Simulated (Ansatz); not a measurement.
TeO$_{2}$:
```
TeO2
1.0
    4.84474     0.00000     0.00000
    0.00000     4.84474     0.00000
    0.00000     0.00000     7.70328
Te O
4 8
Direct
  0.97008   0.97008   0.50000
  0.52992   0.47008   0.75000
  0.02992   0.02992   0.00000
  0.47008   0.52992   0.25000
  0.73800   0.86113   0.31598
  0.63887   0.23800   0.56598
  0.26200   0.13887   0.81598
  0.36113   0.76200   0.06598
  0.23800   0.63887   0.43402
  0.13887   0.26200   0.18402
  0.76200   0.36113   0.93402
  0.86113   0.73800   0.68402
```

Relaxed with r²SCAN.

Task: Give the Bader charges and basin volumes of the independent atoms, DFT-r²SCAN in the program Ansatz with PAW potentials.

Result: 

| atom | Bader charge (e) | Bader volume (Å³) |
|---|---|---|
| Te1 | +2.47 | 16.6 |
| O5 | -1.24 | 14.3 |

Space group P4_12_12. The workflow started from a Materials Project entry (that database holds measured and hypothetical structures alike); the Crystallography Open Database files this formula in space group No. 92, but the cells were not matched. Whether it is the stable phase at ambient conditions was not checked. The r²SCAN relaxation kept the symmetry of its start; its stability against distortions is not shown here. Spin–orbit coupling is left out wherever it is not named.

Potentials: the later of the program's two PAW sets.
